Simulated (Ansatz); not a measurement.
# Computed scan of one atom of the cell: NaI (rock salt)

NaI (rock salt)

```yaml
crystal:
  lattice:
    - [0.00000, 3.26452, 3.26452]
    - [3.26452, 0.00000, 3.26452]
    - [3.26452, 3.26452, 0.00000]
  atoms:
    - { symbol: I, position: [0.00000, 0.00000, 0.00000] }
    - { symbol: Na, position: [0.50000, 0.50000, 0.50000] }
```

In this cell atom 1 (I, nearest neighbour Na at 3.265 Å; its periodic images, 4.6 Å or more away, move with it) is moved by s along Cartesian z, unit vector (0.000, 0.000, 1.000); all other atoms and the cell stay fixed.

These are PBE (plane waves to 420 eV, PAW, scalar-relativistic; Ansatz, an electronic-structure program) values and carry that method's errors. k mesh 7×7×7 (Γ-centred), Fermi-Dirac smearing 0.05 eV. Energies are smeared free energies. Compression counts positive. Left out: 2 of 11 points, with atoms too close for the PAW data. F∥ is the force on the atom along that direction. NaI was relaxed with its symmetry unable to fall. Spin-orbit coupling is left out, though I is heavy. The zero of ΔE is the undisplaced structure.

| s (Å) | ΔE (meV/cell) | F∥ (eV/Å) | P (GPa) |
|---|---|---|---|
| -0.784 | 588 | 2.553 | 4.4 |
| -0.588 | 236 | 1.190 | 2.1 |
| -0.392 | 78 | 0.503 | 0.8 |
| -0.196 | 16 | 0.174 | 0.2 |
| 0.000 | 0 | 0.000 | 0.0 |
| 0.196 | 16 | -0.174 | 0.2 |
| 0.392 | 78 | -0.503 | 0.8 |
| 0.588 | 236 | -1.190 | 2.1 |
| 0.784 | 588 | -2.553 | 4.4 |

Key numbers:

```
Item                                                                                          Result
------------------------------------  --------------------------------------------------------------
Energy at s = 0.784 Å                                                                   588 meV/cell
Force along the line at s = -0.784 Å                                                       2.55 eV/Å
Symmetry of the curve                                                  even: the same for both signs
Shape of the curve                    a single well with its minimum at or next to zero displacement
```

(For displaced atoms, the force is minus the slope of the energy, and its curvature is a force constant, which sets phonon frequencies.)
